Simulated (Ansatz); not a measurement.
Relaxation of a relaxed Al cell, doubled along one cell vector, shaken by Gaussian noise of σ = 0.08 Å a coordinate; 6 atoms in the cell, which starts as P1 (No. 1), aP6; a = 2.7070 Å, b = 5.3963 Å, c = 9.3466 Å, α = β = γ = 90.00°. Method: r2SCAN (plane waves to 500 eV, PAW, scalar-relativistic; Ansatz, a quantum-chemistry and plane-wave program). Γ-centred k-mesh 4×7×12 on the run's cell (coarser than for final values), Fermi–Dirac smearing 0.05 eV. This is the first round of the run. 

The optimiser's lines from the output (shortened; P is positive under compression):

```
relax step   1: F+E_penalty+E_count = -3238.67332348 eV  Δ(F+E_penalty+E_count) = +0.000e0 eV  max|allowed force component| = 1.639e0 eV/Å  Δτ_max = 0.0000 Å  P = +1.639 GPa  Ω = 136.531 Å³  (8 SCF iters, dr2 threshold 1.00e-7 eV, accepted)
relax step   2: F+E_penalty+E_count = -3239.08927435 eV  Δ(F+E_penalty+E_count) = -4.160e-1 eV  max|allowed force component| = 5.301e-1 eV/Å  Δτ_max = 0.1948 Å  P = +1.141 GPa  Ω = 133.154 Å³  (6 SCF iters, dr2 threshold 6.00e-7 eV, accepted)
relax step   3: F+E_penalty+E_count = -3239.35852626 eV  Δ(F+E_penalty+E_count) = -2.693e-1 eV  max|allowed force component| = 5.516e-1 eV/Å  Δτ_max = 0.1952 Å  P = +0.152 GPa  Ω = 132.488 Å³  (6 SCF iters, dr2 threshold 6.00e-7 eV, accepted)
relax step   4: F+E_penalty+E_count = -3239.68827871 eV  Δ(F+E_penalty+E_count) = -3.298e-1 eV  max|allowed force component| = 6.256e-1 eV/Å  Δτ_max = 0.1915 Å  P = -0.583 GPa  Ω = 130.688 Å³  (6 SCF iters, dr2 threshold 6.00e-7 eV, accepted)
relax step   5: F+E_penalty+E_count = -3240.05901938 eV  Δ(F+E_penalty+E_count) = -3.707e-1 eV  max|allowed force component| = 6.303e-1 eV/Å  Δτ_max = 0.2000 Å  P = -0.463 GPa  Ω = 126.742 Å³  (6 SCF iters, dr2 threshold 6.00e-7 eV, accepted)
relax step   6: F+E_penalty+E_count = -3240.39280063 eV  Δ(F+E_penalty+E_count) = -3.338e-1 eV  max|allowed force component| = 2.892e-1 eV/Å  Δτ_max = 0.1951 Å  P = -0.691 GPa  Ω = 124.389 Å³  (6 SCF iters, dr2 threshold 6.00e-7 eV, accepted)
relax step   7: F+E_penalty+E_count = -3240.57529383 eV  Δ(F+E_penalty+E_count) = -1.825e-1 eV  max|allowed force component| = 3.463e-1 eV/Å  Δτ_max = 0.1907 Å  P = -0.098 GPa  Ω = 121.131 Å³  (6 SCF iters, dr2 threshold 6.00e-7 eV, accepted)
relax step   8: F+E_penalty+E_count = -3240.75587096 eV  Δ(F+E_penalty+E_count) = -1.806e-1 eV  max|allowed force component| = 1.800e-1 eV/Å  Δτ_max = 0.1920 Å  P = -0.287 GPa  Ω = 119.429 Å³  (6 SCF iters, dr2 threshold 6.00e-7 eV, accepted)
relax step   9: F+E_penalty+E_count = -3240.85931970 eV  Δ(F+E_penalty+E_count) = -1.034e-1 eV  max|allowed force component| = 1.485e-1 eV/Å  Δτ_max = 0.2000 Å  P = -0.666 GPa  Ω = 117.559 Å³  (5 SCF iters, dr2 threshold 6.00e-7 eV, accepted)
relax step  10: F+E_penalty+E_count = -3240.96139486 eV  Δ(F+E_penalty+E_count) = -1.021e-1 eV  max|allowed force component| = 4.246e-1 eV/Å  Δτ_max = 0.1946 Å  P = -0.318 GPa  Ω = 114.310 Å³  (6 SCF iters, dr2 threshold 6.00e-7 eV, accepted)
relax step  11: F+E_penalty+E_count = -3241.14365492 eV  Δ(F+E_penalty+E_count) = -1.823e-1 eV  max|allowed force component| = 3.554e-1 eV/Å  Δτ_max = 0.1966 Å  P = -0.668 GPa  Ω = 111.708 Å³  (6 SCF iters, dr2 threshold 6.00e-7 eV, accepted)
relax step  12: F+E_penalty+E_count = -3241.35051027 eV  Δ(F+E_penalty+E_count) = -2.069e-1 eV  max|allowed force component| = 3.474e-1 eV/Å  Δτ_max = 0.1951 Å  P = -0.478 GPa  Ω = 108.640 Å³  (6 SCF iters, dr2 threshold 6.00e-7 eV, accepted)
relax step  13: F+E_penalty+E_count = -3241.49640854 eV  Δ(F+E_penalty+E_count) = -1.459e-1 eV  max|allowed force component| = 2.538e-1 eV/Å  Δτ_max = 0.1950 Å  P = +0.773 GPa  Ω = 105.544 Å³  (6 SCF iters, dr2 threshold 6.00e-7 eV, accepted)
relax step  14: F+E_penalty+E_count = -3241.62016925 eV  Δ(F+E_penalty+E_count) = -1.238e-1 eV  max|allowed force component| = 2.204e-1 eV/Å  Δτ_max = 0.2000 Å  P = +0.177 GPa  Ω = 104.627 Å³  (6 SCF iters, dr2 threshold 6.00e-7 eV, accepted)
relax step  15: F+E_penalty+E_count = -3241.74721662 eV  Δ(F+E_penalty+E_count) = -1.270e-1 eV  max|allowed force component| = 2.256e-1 eV/Å  Δτ_max = 0.1951 Å  P = -0.550 GPa  Ω = 103.408 Å³  (6 SCF iters, dr2 threshold 6.00e-7 eV, accepted)
relax step  16: F+E_penalty+E_count = -3241.90746165 eV  Δ(F+E_penalty+E_count) = -1.602e-1 eV  max|allowed force component| = 3.003e-1 eV/Å  Δτ_max = 0.1963 Å  P = -0.540 GPa  Ω = 101.033 Å³  (6 SCF iters, dr2 threshold 6.00e-7 eV, accepted)
relax step  17: F+E_penalty+E_count = -3242.11958793 eV  Δ(F+E_penalty+E_count) = -2.121e-1 eV  max|allowed force component| = 3.806e-1 eV/Å  Δτ_max = 0.1963 Å  P = -0.505 GPa  Ω = 98.783 Å³  (6 SCF iters, dr2 threshold 6.00e-7 eV, accepted)
relax step  18: F+E_penalty+E_count = -3242.32856894 eV  Δ(F+E_penalty+E_count) = -2.090e-1 eV  max|allowed force component| = 4.334e-1 eV/Å  Δτ_max = 0.1947 Å  P = +0.022 GPa  Ω = 96.591 Å³  (5 SCF iters, dr2 threshold 6.00e-7 eV, accepted)
relax step  19: F+E_penalty+E_count = -3242.45805918 eV  Δ(F+E_penalty+E_count) = -1.295e-1 eV  max|allowed force component| = 4.059e-1 eV/Å  Δτ_max = 0.1950 Å  P = +1.234 GPa  Ω = 94.618 Å³  (5 SCF iters, dr2 threshold 6.00e-7 eV, accepted)
relax step  20: F+E_penalty+E_count = -3242.49998767 eV  Δ(F+E_penalty+E_count) = -4.193e-2 eV  max|allowed force component| = 1.507e-2 eV/Å  Δτ_max = 0.0694 Å  P = +0.220 GPa  Ω = 95.392 Å³  (5 SCF iters, dr2 threshold 6.00e-7 eV, accepted)
relax step  21: F+E_penalty+E_count = -3242.50121043 eV  Δ(F+E_penalty+E_count) = -1.223e-3 eV  max|allowed force component| = 9.538e-4 eV/Å  Δτ_max = 0.0038 Å  P = +0.042 GPa  Ω = 95.576 Å³  (3 SCF iters, dr2 threshold 6.00e-7 eV, accepted)
relax step  22: F+E_penalty+E_count = -3242.50140158 eV  Δ(F+E_penalty+E_count) = -1.912e-4 eV  max|allowed force component| = 2.983e-4 eV/Å  Δτ_max = 0.0004 Å  P = +0.002 GPa  Ω = 95.619 Å³  (3 SCF iters, dr2 threshold 2.08e-7 eV, accepted)
relax step  23: F+E_penalty+E_count = -3242.50055917 eV  Δ(F+E_penalty+E_count) = +8.424e-4 eV  max|allowed force component| = 2.887e-4 eV/Å  Δτ_max = 0.0000 Å  P = -0.007 GPa  Ω = 95.619 Å³  stress off target by 2.11e-2 GPa  SCF on the basis re-selected at this cell (its energy is not comparable with the rows above)  (5 SCF iters)
relax step  24: F+E_penalty+E_count = -3242.50056043 eV  Δ(F+E_penalty+E_count) = -1.259e-6 eV  max|allowed force component| = 3.698e-5 eV/Å  Δτ_max = 0.0001 Å  P = +0.001 GPa  Ω = 95.611 Å³  (3 SCF iters, dr2 threshold 1.12e-9 eV, accepted)
relax step  25: F+E_penalty+E_count = -3242.50056028 eV  Δ(F+E_penalty+E_count) = +1.502e-7 eV  max|allowed force component| = 4.161e-5 eV/Å  Δτ_max = 0.0000 Å  P = +0.001 GPa  Ω = 95.611 Å³  stress off target by 3.68e-3 GPa  SCF on the basis re-selected at this cell (its energy is not comparable with the rows above)  (3 SCF iters)
```

From the first to the last row the energy changes by -0.64 eV/atom and the volume by -30.0 %. The last row is marked as not comparable with the walk above it, whose basis was carried along; it does compare with step 1, since both stand on a basis selected at the nominal cutoff for their own cell.

Later rounds, restarted from the end of this one on a renewed k-mesh, logged 14 more steps and released under 0.01 eV/atom more. The final structure after all rounds: Fm-3m (No. 225), cF4, fcc (Cu type); a = b = c = 3.991 Å, α = β = γ = 90.00°. Between re-selections the logged energies stand on a plane-wave basis carried along with the cell. No spin polarisation in the result.

Of the parent cell (P6/mmm (No. 191)): it is a generated cell of Al: the first start was made by a random draw of sites in a space group, and the end was not matched to a known phase here, so it may be hypothetical. Known forms of Al include space group No. 225.
